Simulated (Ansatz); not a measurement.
Mg$_{3}$Sc (Cu3Au type, Pm-3m), r²SCAN in the plane-wave PAW code Ansatz, all energies at zero smearing, with the estimated change up to a 700 eV cutoff added, with one set of potentials and settings (totals compare only within such a set). Cell of 4 atoms (3 Mg, 1 Sc): -7919.937 eV.

```tsv
element	reference phase	E (eV/atom)
Mg	P6_3/mmc, 2 atoms in the cell	-1926.4086
Sc	P6_3/mmc, 2 atoms in the cell	-2140.5738
```

Formation energy per atom, worked out: (-7919.937 − 3×(-1926.4086) − 1×(-2140.5738))/4 = -0.034 eV/atom (-3 kJ per mol of atoms), at 0 K, without zero-point energy or fitted corrections.

The workflow started from a Materials Project entry (that database holds measured and hypothetical structures alike); the Crystallography Open Database copy checked does not list it. With Mg and Sc taken as one species the cell has the higher symmetry Fm-3m, so it may be an ordered model of a mixed-site phase. Its standing as an ambient phase is unchecked. Symmetry was held in the r²SCAN relaxation; its stability against distortions is not shown here. No spin polarisation was allowed. The references are the lowest solids computed at this level, not always the standard phases.

Potentials: the later of the program's two PAW sets.
